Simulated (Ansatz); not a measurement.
**Cs$_{2}$TlBiF$_{6}$ squeezed and stretched**

A database entry relaxed whole under r2SCAN (Fm-3m):

```
CELL_PARAMETERS angstrom
0.00000 4.89550 4.89550
4.89550 0.00000 4.89550
4.89550 4.89550 0.00000
ATOMIC_POSITIONS crystal
Cs 0.25000 0.25000 0.25000
Cs 0.75000 0.75000 0.75000
Tl 0.50000 0.50000 0.50000
Bi 0.00000 0.00000 0.00000
F 0.76977 0.23023 0.23023
F 0.23023 0.76977 0.23023
F 0.23023 0.76977 0.76977
F 0.76977 0.23023 0.76977
F 0.23023 0.23023 0.76977
F 0.76977 0.76977 0.23023
```

The cell was scaled uniformly, its shape held, and the atoms relaxed at each volume with plane-wave PAW DFT (Ansatz 0.2.0; r2SCAN, 500 eV, 6×6×6 Γ-centred mesh, fermi-dirac occupations of width 0.020 eV; no spin, no spin-orbit coupling). One row is withheld.

```tsv
volume (Å³/atom)	energy over the lowest (meV/atom)	pressure (GPa)
22.057	10.0	2.43
22.526	4.2	1.52
22.996	1.0	0.71
23.465	0.0	0.00
23.934	0.9	-0.61
24.404	?	?
24.873	7.6	-1.62
```

Problem. Fit the pressures of the other rows to the third-order Birch-Murnaghan form.

Solution. With f = [(V₀/V)^(2/3) − 1]/2 and P = 3B₀f(1 + 2f)^(5/2)[1 + 3(B₀′ − 4)f/2], least squares gives V₀ = 23.47 Å³ an atom, B₀ = 32.9 GPa and B₀′ = 5.7; the rows miss the fit by less than 0.01 GPa. The slope of the energies differs from these pressures by less than 0.05 GPa.

Problem. What does the withheld row hold?

Solution. The fit gives -1.15 GPa at 24.404 Å³; the run gave -1.14 GPa and 3.5 meV an atom.

Caveats: the shape of the cell was held; 0 K, fixed nuclei; the symmetry was kept, and this need not be the phase that is stable at 0 K; one mesh for all volumes; pressure is positive in compression.
